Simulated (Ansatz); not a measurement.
## SiGe2, all-electron reference calculation

System: model SiGe2 built from a small cell holding one bonded unit and then distorted.

Computed with DFT, PBE, all-electron full-potential LAPW, scalar-relativistic, point nucleus (Ansatz 0.2 development build). Sampling: 2×2×2 (shift 0.5, 0.5, 0.5 mesh steps) mesh with 0.15 eV Fermi–Dirac smearing (a coarse mesh, not converged over the zone). For a metal, stress, forces and moments on so few k-points can be far from the converged ones. The run is spin-unpolarised. Loosely bonded atoms or small units may carry spin, which this run forbids. Atoms are numbered as listed.

```
Si Ge
1.0
    -0.11632    3.89134    4.36468
     3.88497    0.08797    4.16039
     3.95527    3.75736    0.01766
Si Ge
1 2
Direct
  0.88525 0.54967 0.70702
  0.23540 0.14470 0.84028
  0.72386 0.74462 0.32997
```

Task: Predict the output of the run.

Result: 
Forces in eV/Å:
```
Si1   2.555  0.069  0.016
Ge2  -1.602  2.045 -0.360
Ge3  -0.952 -2.115  0.344
```

Stress (GPa; xx, yy, zz, yz, xz, xy; compression positive): 1.09, 8.32, -2.09, -1.46, 0.13, -0.03.

- All-electron free energy E − TS (its zero hangs on the relativistic scheme and nucleus): -122120.831 eV
- Pressure: 2.44 GPa
- Largest force: 2.623 eV/Å

## Si₃Ge: forces and stress of a distorted cell

Cell: Si₃Ge placed on the sites of the ReO3 structure (a generated, not necessarily known, phase), then sheared and rattled.

Method as above, mesh 2×2×2 with shift 0.5, 0.5, 0.5. No spin polarisation.

Lattice in Å, fractional positions:
```yaml
crystal:
  lattice:
    - [5.26703, 0.06310, 0.21720]
    - [0.06310, 5.33897, 0.00476]
    - [0.21720, 0.00476, 5.13285]
  atoms:
    - { symbol: Ge, position: [0.18158, 0.43412, 0.11815] }
    - { symbol: Si, position: [0.69875, 0.44452, 0.12803] }
    - { symbol: Si, position: [0.20977, 0.93976, 0.12647] }
    - { symbol: Si, position: [0.17612, 0.43183, 0.60690] }
```

Task: What forces and pressure does this calculation give?

Result: 
```json
{"atom": "Ge1", "Fx (eV/Å)": "0.044", "Fy (eV/Å)": "0.012", "Fz (eV/Å)": "-0.331"}
{"atom": "Si2", "Fx (eV/Å)": "-0.249", "Fy (eV/Å)": "0.073", "Fz (eV/Å)": "-0.016"}
{"atom": "Si3", "Fx (eV/Å)": "0.147", "Fy (eV/Å)": "-0.077", "Fz (eV/Å)": "0.056"}
{"atom": "Si4", "Fx (eV/Å)": "0.058", "Fy (eV/Å)": "-0.008", "Fz (eV/Å)": "0.291"}
```

Stress (GPa; xx, yy, zz, yz, xz, xy; compression positive): -1.55, -2.62, -0.18, -0.06, 1.28, 0.25.

| Property | Result |
| --- | --- |
| All-electron free energy E − TS (its zero hangs on the relativistic scheme and nucleus) | -80786.153 eV |
| Pressure | -1.45 GPa |
| Largest force | 0.335 eV/Å |

# Si3Ge, all-electron reference calculation

This is artificial Si3Ge built from a small cell holding one bonded unit and then distorted.

Same method, mesh 2×1×2 with shift 0.5, 0.0, 0.5. Spin-restricted. Loosely bonded atoms or small units may carry spin, which this run forbids.

Extended XYZ with forces in eV/Å (energy in eV, pressure in GPa):

```xyz
4
Lattice="5.2500 -0.0021 0.1053 -0.0021 5.4763 -0.1766 0.1053 -0.1766 5.0872" Properties=species:S:1:pos:R:3:forces:R:3 pbc="T T T" free_energy=-80785.0394 pressure=6.83
Ge    1.6105    4.9329    1.2574    1.3746   -3.4304    2.0163
Si    0.1692    5.9417    2.3986   -2.8781    1.7774    1.4463
Si    0.7818    3.5482   -0.1040   -0.7225   -2.3846   -1.6944
Si    2.7416    6.4259    0.4404    2.2260    4.0376   -1.7682
```

Stress (GPa; xx, yy, zz, yz, xz, xy; compression positive): 4.87, 12.03, 3.58, 2.54, -4.86, 4.40.
